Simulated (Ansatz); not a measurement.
This run works on a generated trial structure, not on a known crystal.

Input and command of a plane-wave DFT calculation in Ansatz:

```yaml
crystal:
  lattice:
    - [3.87797842, 0.0, 0.0]
    - [-1.93898842, 3.35842737, 0.0]
    - [0.0, 0.0, 18.0]
  atoms:
    - { symbol: Se, position: [0.33333333, 0.66666667, 0.39321909] }
    - { symbol: Se, position: [0.66666667, 0.33333333, 0.39791667] }
    - { symbol: Se, position: [0.0, 0.0, 0.60208333] }
    - { symbol: Se, position: [0.66666667, 0.33333333, 0.60678091] }
  periodic: [true, true, false]
basis:
  ecutwfc: 420
kpoints:
  mp_grid: { grid: [6, 6, 1] }
hamiltonian:
  xc: pbe
  dispersion: d3bj
scf:
  occupations: { method: gaussian, width: 0.1 }
  lower_state_search: "off"
output:
  forces: true
  stress: true
  eigenvalues: true
relax:
  adjacent_minimum: "off"
  f_tol: 0.04
  max_steps: 70
  cell: { stress_2d_tol: 0.16 }
```

```bash
ansatz run input.yaml --threads 1 --pin off --max-ram 2560MiB --backend cpu --events-out ev --progress --plain --runs-dir out
```

Processor: Intel(R) Xeon(R) Processor @ 2.50GHz (Skylake/Cascade Lake), 1 thread, on a host shared with other jobs.

Problem. How long does it run, and how much memory does it take?

Solution. About 3.2 min, peak memory 0.6 GiB. It solves 39 bands at 7 k points (after reduction by symmetry) with about 9675 plane waves (on the last cell), in 68 SCF iterations over 9 ionic steps.
